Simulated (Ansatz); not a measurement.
## How far is PAW off for In?

```
In
1.0
     1.66964    0.96397    8.20746
    -1.66964    0.96397    8.20746
     0.00000   -1.92793    8.20746
In
3
Cartesian
  0.0000 0.0000 0.0000
  0.0000 0.0000 19.1565
  0.0000 0.0000 5.4659
```

Atoms are numbered in the order listed.

Structure from Materials Project entry mp-1184502 (possibly hypothetical), not relaxed further.

No spin–orbit coupling, which matters for the heavy atoms here.

Levels of theory: DFT, PBEsol, PAW with Ansatz's default frozen-core files, scalar-relativistic (Ansatz 0.2.0); DFT, PBEsol, all-electron PAW with datasets made for the crystal, scalar-relativistic (Ansatz 0.2.0); DFT, PBEsol, all-electron LAPW, scalar-relativistic (Ansatz 0.2.0).

For PAW: a Γ-centred 14×14×14 k mesh, Fermi–Dirac smearing of 0.05 eV, cutoff 420 eV, no spin polarisation; the PAW files were made with PBE, and the program remakes their frozen cores for this functional. The crystal-made all-electron datasets (AE datasets) take a cutoff of 240 eV at this cell. LAPW targets a basis error of 0.5 meV/atom. The Ansatz runs share mesh, smearing and spin set-up. Plane-wave (PAW) pressures include the program's estimate of the Pulay term.

Stress and pressure are positive in compression.

Levels count from the Fermi level.

| quantity | PAW | AE datasets | LAPW |
| --- | --- | --- | --- |
| pressure (GPa) | -1.20 | -1.20 | -1.20 |
| stress xx (GPa) | -1.29 | -1.28 | -1.28 |
| stress zz (GPa) | -1.03 | -1.03 | -1.03 |
| force on In2, z (eV/Å) | -0.013 | -0.013 | -0.013 |
| highest filled level at Γ (eV) | -7.040 | -7.040 | -7.040 |
| lowest empty level at Γ (eV) | 0.467 | 0.467 | 0.467 |
| highest filled level at H0 (eV) | -0.702 | -0.702 | -0.702 |
| lowest empty level at H0 (eV) | 0.735 | 0.735 | 0.735 |
| highest filled level at T (eV) | -3.376 | -3.376 | -3.376 |
| lowest empty level at T (eV) | 5.753 | 5.753 | 5.753 |

PAW's pressure differs from the LAPW value by about 0.01 GPa or less.
